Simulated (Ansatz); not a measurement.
ZrGe2 in space group P4/mmm (No. 123; Ge on 2f, Zr on 1b), PBE in the plane-wave PAW code Ansatz, all energies at zero smearing, with the estimated change up to a 700 eV cutoff added, with one set of potentials and settings (totals compare only within such a set). Cell of 6 atoms (4 Ge, 2 Zr): -25548.842 eV.

| element | reference phase | E (eV/atom) |
|---|---|---|
| Ge | Fd-3m, 2 atoms in the cell | -4294.9847 |
| Zr | P6_3/mmc, 2 atoms in the cell | -4183.8362 |

Formation energy per atom, worked out: (-25548.842 − 4×(-4294.9847) − 2×(-4183.8362))/6 = -0.205 eV/atom (-20 kJ per mol of atoms), at 0 K, without zero-point energy or fitted corrections.

The cell is a constructed one: a structure type filled with these elements; neither database checked (COD, Materials Project) lists it. COD files the formula under space group No. 63, so this cell is another polymorph or a model. Its standing as an ambient phase is unchecked. Symmetry was held in the PBE relaxation; its stability against distortions is not shown here. The run is not spin-polarised. The references are the lowest solids computed at this level, not always the standard phases.

Potentials: the later of the program's two PAW sets.
